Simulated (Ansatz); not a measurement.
# Band structure of LaGe₂

```xyz
6
Lattice="-2.1605 2.1605 7.8405 2.1605 -2.1605 7.8405 2.1605 2.1605 -7.8405" Properties=species:S:1:pos:R:3 pbc="T T T"
La    2.1605    0.0000    3.9203
La    0.0000    0.0000    7.8405
Ge    0.0000    2.1605    2.6325
Ge    0.0000    0.0000    1.2878
Ge    0.0000    2.1605    5.2081
Ge    0.0000    0.0000   14.3933
```

Atoms are numbered in the order listed.

Structure from Materials Project entry mp-19761 (possibly hypothetical), not relaxed further.

No spin–orbit coupling, which matters for the heavy atoms here.

The calculation used Ansatz 0.2.0, DFT, PBEsol, all-electron LAPW, scalar-relativistic.

The runs use a Γ-centred 9×9×9 k mesh, Fermi–Dirac smearing of 0.08 eV, basis error target 1 meV/atom, no spin polarisation.

Points in fractions of the reciprocal vectors of this cell: Γ (0, 0, 0), X (0, 0, 0.5), P (0.25, 0.25, 0.25), N (0, 0.5, 0), M (0.5, 0.5, -0.5), S (0.269, 0.731, -0.269), S0 (-0.269, 0.269, 0.269). The path joins them by straight lines in the order Γ–X–P–N–Γ–M–S–S0–Γ; legs that retrace an earlier one aren't tabulated. Energies are in eV from the Fermi level.

**Question.** Metal or insulator at this level of theory?

**Answer.** No gap opens: metallic or semimetallic.

**Question.** Tabulate bands 70 to 76, counted from the lowest band of the run, along the path.

**Answer.** 
```json
{"k (1/Å)": "0.00", "point": "Γ", "band 70": "-1.73", "band 71": "-1.73", "band 72": "-0.66", "band 73": "-0.60", "band 74": "-0.51", "band 75": "0.96", "band 76": "1.20"}
{"k (1/Å)": "0.15", "point": "", "band 70": "-1.99", "band 71": "-1.73", "band 72": "-0.63", "band 73": "-0.39", "band 74": "-0.19", "band 75": "0.85", "band 76": "0.87"}
{"k (1/Å)": "0.29", "point": "", "band 70": "-1.75", "band 71": "-1.57", "band 72": "-0.33", "band 73": "-0.29", "band 74": "-0.06", "band 75": "0.34", "band 76": "0.90"}
{"k (1/Å)": "0.44", "point": "", "band 70": "-1.77", "band 71": "-1.29", "band 72": "-0.93", "band 73": "0.04", "band 74": "0.13", "band 75": "0.41", "band 76": "0.52"}
{"k (1/Å)": "0.59", "point": "", "band 70": "-1.79", "band 71": "-1.40", "band 72": "-1.14", "band 73": "-0.70", "band 74": "0.40", "band 75": "0.79", "band 76": "1.31"}
{"k (1/Å)": "0.73", "point": "", "band 70": "-1.81", "band 71": "-1.67", "band 72": "-1.35", "band 73": "-0.84", "band 74": "0.74", "band 75": "0.97", "band 76": "1.59"}
{"k (1/Å)": "0.88", "point": "", "band 70": "-1.95", "band 71": "-1.83", "band 72": "-1.66", "band 73": "-0.54", "band 74": "0.34", "band 75": "1.42", "band 76": "1.54"}
{"k (1/Å)": "1.03", "point": "X", "band 70": "-2.40", "band 71": "-1.80", "band 72": "-1.80", "band 73": "-0.13", "band 74": "-0.13", "band 75": "1.55", "band 76": "1.55"}
{"k (1/Å)": "1.06", "point": "", "band 70": "-2.40", "band 71": "-1.80", "band 72": "-1.80", "band 73": "-0.13", "band 74": "-0.13", "band 75": "1.56", "band 76": "1.56"}
{"k (1/Å)": "1.09", "point": "", "band 70": "-2.41", "band 71": "-1.80", "band 72": "-1.80", "band 73": "-0.13", "band 74": "-0.13", "band 75": "1.56", "band 76": "1.56"}
{"k (1/Å)": "1.11", "point": "", "band 70": "-2.41", "band 71": "-1.80", "band 72": "-1.80", "band 73": "-0.14", "band 74": "-0.14", "band 75": "1.57", "band 76": "1.57"}
{"k (1/Å)": "1.14", "point": "", "band 70": "-2.41", "band 71": "-1.79", "band 72": "-1.79", "band 73": "-0.14", "band 74": "-0.14", "band 75": "1.59", "band 76": "1.59"}
{"k (1/Å)": "1.17", "point": "", "band 70": "-2.41", "band 71": "-1.79", "band 72": "-1.79", "band 73": "-0.14", "band 74": "-0.14", "band 75": "1.60", "band 76": "1.60"}
{"k (1/Å)": "1.20", "point": "", "band 70": "-2.41", "band 71": "-1.79", "band 72": "-1.79", "band 73": "-0.14", "band 74": "-0.14", "band 75": "1.61", "band 76": "1.61"}
{"k (1/Å)": "1.23", "point": "P", "band 70": "-2.41", "band 71": "-1.79", "band 72": "-1.79", "band 73": "-0.14", "band 74": "-0.14", "band 75": "1.61", "band 76": "1.61"}
{"k (1/Å)": "1.33", "point": "", "band 70": "-2.18", "band 71": "-1.81", "band 72": "-1.72", "band 73": "-0.35", "band 74": "0.03", "band 75": "1.57", "band 76": "1.63"}
{"k (1/Å)": "1.44", "point": "", "band 70": "-1.98", "band 71": "-1.79", "band 72": "-1.61", "band 73": "-0.58", "band 74": "0.18", "band 75": "1.48", "band 76": "1.60"}
{"k (1/Å)": "1.54", "point": "", "band 70": "-1.82", "band 71": "-1.72", "band 72": "-1.51", "band 73": "-0.77", "band 74": "0.41", "band 75": "1.36", "band 76": "1.52"}
{"k (1/Å)": "1.64", "point": "", "band 70": "-1.71", "band 71": "-1.58", "band 72": "-1.44", "band 73": "-0.94", "band 74": "0.75", "band 75": "1.19", "band 76": "1.30"}
{"k (1/Å)": "1.75", "point": "", "band 70": "-1.64", "band 71": "-1.34", "band 72": "-1.33", "band 73": "-1.07", "band 74": "0.82", "band 75": "1.03", "band 76": "1.11"}
{"k (1/Å)": "1.85", "point": "", "band 70": "-1.54", "band 71": "-1.32", "band 72": "-1.21", "band 73": "-0.90", "band 74": "0.21", "band 75": "1.00", "band 76": "1.26"}
{"k (1/Å)": "1.96", "point": "N", "band 70": "-1.44", "band 71": "-1.38", "band 72": "-1.24", "band 73": "-0.42", "band 74": "-0.37", "band 75": "1.11", "band 76": "1.13"}
{"k (1/Å)": "2.06", "point": "", "band 70": "-1.47", "band 71": "-1.34", "band 72": "-1.25", "band 73": "-0.39", "band 74": "-0.34", "band 75": "0.87", "band 76": "1.17"}
{"k (1/Å)": "2.17", "point": "", "band 70": "-1.55", "band 71": "-1.35", "band 72": "-1.20", "band 73": "-0.43", "band 74": "-0.14", "band 75": "0.66", "band 76": "1.23"}
{"k (1/Å)": "2.28", "point": "", "band 70": "-1.62", "band 71": "-1.55", "band 72": "-1.01", "band 73": "-0.40", "band 74": "0.14", "band 75": "0.59", "band 76": "1.07"}
{"k (1/Å)": "2.39", "point": "", "band 70": "-1.86", "band 71": "-1.68", "band 72": "-0.82", "band 73": "-0.35", "band 74": "0.47", "band 75": "0.63", "band 76": "0.77"}
{"k (1/Å)": "2.49", "point": "", "band 70": "-2.12", "band 71": "-1.71", "band 72": "-0.70", "band 73": "-0.38", "band 74": "0.29", "band 75": "0.80", "band 76": "0.84"}
{"k (1/Å)": "2.60", "point": "", "band 70": "-1.87", "band 71": "-1.72", "band 72": "-0.66", "band 73": "-0.51", "band 74": "-0.27", "band 75": "0.98", "band 76": "1.08"}
{"k (1/Å)": "2.71", "point": "Γ", "band 70": "-1.73", "band 71": "-1.73", "band 72": "-0.66", "band 73": "-0.60", "band 74": "-0.51", "band 75": "0.96", "band 76": "1.20"}
{"k (1/Å)": "2.77", "point": "", "band 70": "-1.73", "band 71": "-1.73", "band 72": "-0.78", "band 73": "-0.64", "band 74": "-0.31", "band 75": "0.99", "band 76": "1.14"}
{"k (1/Å)": "2.82", "point": "", "band 70": "-1.74", "band 71": "-1.74", "band 72": "-0.98", "band 73": "-0.56", "band 74": "-0.06", "band 75": "1.05", "band 76": "1.05"}
{"k (1/Å)": "2.88", "point": "", "band 70": "-1.75", "band 71": "-1.75", "band 72": "-1.15", "band 73": "-0.39", "band 74": "0.19", "band 75": "0.96", "band 76": "0.96"}
{"k (1/Å)": "2.94", "point": "", "band 70": "-1.76", "band 71": "-1.76", "band 72": "-1.30", "band 73": "-0.13", "band 74": "0.42", "band 75": "0.88", "band 76": "0.88"}
{"k (1/Å)": "3.00", "point": "", "band 70": "-1.76", "band 71": "-1.76", "band 72": "-1.43", "band 73": "0.19", "band 74": "0.63", "band 75": "0.82", "band 76": "0.82"}
{"k (1/Å)": "3.05", "point": "", "band 70": "-1.77", "band 71": "-1.71", "band 72": "-1.54", "band 73": "0.50", "band 74": "0.75", "band 75": "0.78", "band 76": "0.78"}
{"k (1/Å)": "3.11", "point": "M", "band 70": "-1.77", "band 71": "-1.63", "band 72": "-1.63", "band 73": "0.72", "band 74": "0.72", "band 75": "0.76", "band 76": "0.76"}
{"k (1/Å)": "3.21", "point": "", "band 70": "-1.77", "band 71": "-1.59", "band 72": "-1.22", "band 73": "0.47", "band 74": "0.63", "band 75": "0.81", "band 76": "0.84"}
{"k (1/Å)": "3.30", "point": "", "band 70": "-1.74", "band 71": "-1.52", "band 72": "-0.62", "band 73": "0.04", "band 74": "0.29", "band 75": "0.89", "band 76": "1.04"}
{"k (1/Å)": "3.40", "point": "", "band 70": "-1.65", "band 71": "-1.49", "band 72": "-0.35", "band 73": "-0.12", "band 74": "-0.02", "band 75": "0.96", "band 76": "1.20"}
{"k (1/Å)": "3.49", "point": "", "band 70": "-1.65", "band 71": "-1.49", "band 72": "-0.51", "band 73": "-0.50", "band 74": "0.52", "band 75": "0.87", "band 76": "1.13"}
{"k (1/Å)": "3.59", "point": "", "band 70": "-1.96", "band 71": "-1.27", "band 72": "-0.85", "band 73": "-0.46", "band 74": "0.61", "band 75": "0.77", "band 76": "1.20"}
{"k (1/Å)": "3.69", "point": "", "band 70": "-2.23", "band 71": "-1.12", "band 72": "-0.99", "band 73": "-0.41", "band 74": "0.34", "band 75": "0.51", "band 76": "1.42"}
{"k (1/Å)": "3.78", "point": "S", "band 70": "-2.38", "band 71": "-1.33", "band 72": "-0.66", "band 73": "-0.44", "band 74": "0.15", "band 75": "0.17", "band 76": "1.36"}
{"k (1/Å)": "3.84", "point": "", "band 70": "-2.16", "band 71": "-1.37", "band 72": "-0.58", "band 73": "-0.50", "band 74": "-0.19", "band 75": "0.48", "band 76": "1.31"}
{"k (1/Å)": "3.90", "point": "", "band 70": "-1.84", "band 71": "-1.41", "band 72": "-0.76", "band 73": "-0.49", "band 74": "-0.34", "band 75": "0.78", "band 76": "1.21"}
{"k (1/Å)": "3.96", "point": "", "band 70": "-1.50", "band 71": "-1.43", "band 72": "-1.11", "band 73": "-0.43", "band 74": "-0.37", "band 75": "1.05", "band 76": "1.14"}
{"k (1/Å)": "4.02", "point": "", "band 70": "-1.50", "band 71": "-1.43", "band 72": "-1.11", "band 73": "-0.43", "band 74": "-0.37", "band 75": "1.05", "band 76": "1.14"}
{"k (1/Å)": "4.08", "point": "", "band 70": "-1.84", "band 71": "-1.41", "band 72": "-0.76", "band 73": "-0.49", "band 74": "-0.34", "band 75": "0.78", "band 76": "1.21"}
{"k (1/Å)": "4.14", "point": "", "band 70": "-2.16", "band 71": "-1.37", "band 72": "-0.58", "band 73": "-0.50", "band 74": "-0.19", "band 75": "0.48", "band 76": "1.31"}
{"k (1/Å)": "4.20", "point": "S0", "band 70": "-2.38", "band 71": "-1.33", "band 72": "-0.66", "band 73": "-0.44", "band 74": "0.15", "band 75": "0.17", "band 76": "1.36"}
{"k (1/Å)": "4.31", "point": "", "band 70": "-2.39", "band 71": "-1.49", "band 72": "-0.63", "band 73": "-0.26", "band 74": "-0.17", "band 75": "0.12", "band 76": "1.19"}
{"k (1/Å)": "4.42", "point": "", "band 70": "-2.29", "band 71": "-1.59", "band 72": "-0.85", "band 73": "-0.40", "band 74": "0.10", "band 75": "0.24", "band 76": "1.04"}
{"k (1/Å)": "4.53", "point": "", "band 70": "-2.21", "band 71": "-1.64", "band 72": "-0.93", "band 73": "-0.47", "band 74": "0.39", "band 75": "0.42", "band 76": "0.98"}
{"k (1/Å)": "4.64", "point": "", "band 70": "-2.27", "band 71": "-1.67", "band 72": "-0.84", "band 73": "-0.42", "band 74": "0.58", "band 75": "0.62", "band 76": "1.02"}
{"k (1/Å)": "4.76", "point": "", "band 70": "-2.25", "band 71": "-1.70", "band 72": "-0.72", "band 73": "-0.39", "band 74": "0.36", "band 75": "0.85", "band 76": "0.92"}
{"k (1/Å)": "4.87", "point": "", "band 70": "-1.89", "band 71": "-1.72", "band 72": "-0.67", "band 73": "-0.45", "band 74": "-0.29", "band 75": "0.97", "band 76": "1.09"}
{"k (1/Å)": "4.98", "point": "Γ", "band 70": "-1.73", "band 71": "-1.73", "band 72": "-0.66", "band 73": "-0.60", "band 74": "-0.51", "band 75": "0.96", "band 76": "1.20"}
```
